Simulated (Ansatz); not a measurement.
ZnSnO$_{3}$, first-principles data

ZnSnO3:
```
ZnSnO3
1.0
    2.61269     1.50844     4.62093
   -2.61269     1.50844     4.62093
    0.00000    -3.01688     4.62093
Zn Sn O
2 2 6
Cartesian
  0.00000   0.00000   9.91637
  0.00000   0.00000   2.98497
  0.00000   0.00000  13.82876
  0.00000   0.00000   6.89736
 -1.03070   1.47470   5.95427
  1.79248   0.15527   5.95427
 -0.76178  -1.62997   5.95427
  0.82021  -1.35317   8.26474
  0.76178   1.38691   8.26474
 -1.58199  -0.03374   8.26474
```

Space group R3c (No. 161); conventional cell a = 5.2254 Å, b = 5.2254 Å, c = 13.8628 Å, α = 90.00°, β = 90.00°, γ = 120.00°.

Method: plane-wave PAW LDA (Ansatz code). The cell and atoms are relaxed at this level. Other levels are named where they apply.

Cell and energy:

Volume per atom: 10.93 Å³
Density: 7.05 g/cm³
Formation energy from the elements (no fitted shifts): -1.66 eV/atom

Electronic structure:

* **Band gap**: 1.45 eV (direct)
* **Valence-band maximum**: at Γ
* **Conduction-band minimum**: at Γ
* **Electron effective mass**: 0.21 mₑ (isotropic)
* **Hole effective mass, band 1 of 2 at the edge**: 12 along z (mₑ)
* **Hole effective mass, band 2 of 2 at the edge**: 0.88 along x, 12 along z (mₑ)

Mechanics:

* **Bulk modulus (Birch–Murnaghan fit)**: 195 GPa
* **Pressure derivative B′**: 4.3
* **Elastic constants (relaxed ions, GPa)**: C11 = 339, C12 = 165, C13 = 135, C14 = 1.1, C33 = 266, C44 = 75.5
* **Mechanical stability**: stable (all eigenvalues of C positive)
* **Hill bulk and shear moduli**: 199 and 81.1 GPa
* **Young's modulus**: 214 GPa
* **Poisson's ratio**: 0.32
* **Debye temperature from the elastic constants**: 509 K
* **Piezoelectric stress constants (proper, relaxed ions, C/m²)**: e15 = e24 = 0.46, e16 = e21 = -0.06, e22 = 0.06, e31 = e32 = 0.82, e33 = 0.61

Dielectric response:

- Electronic dielectric constant ε∞ (DFPT) = 4.86 (xx = yy), 4.68 (zz)
- Static dielectric constant ε0 (ions relaxed, cell fixed) = 13.2 (xx = yy), 21.2 (zz)
- Born charges (a third of the trace) = Zn +2.30, Sn +4.22, O -2.17 e
- Largest static χ(2) component = 5.4 pm/V

Phonons:

- Highest zone-centre frequency (without LO–TO term) = 689 cm^-1
- Zone-centre stability = no imaginary mode at Γ
- Dynamical stability on the path = stable (no imaginary branch)
- Zero-point energy = 63.9 meV/atom
- Vibrational entropy at 300 K = 20.1 J/(K·mol of atoms)

The LDA relaxation kept the symmetry of its start. Signs of piezoelectric constants follow the polarity of the cell as given. The references are the lowest solids computed at this level, not always the standard phases (solids in place of the gases). Scalar-relativistic: spin–orbit coupling is off unless named, which matters more the heavier the elements.

Potentials: the later of the program's two PAW sets.
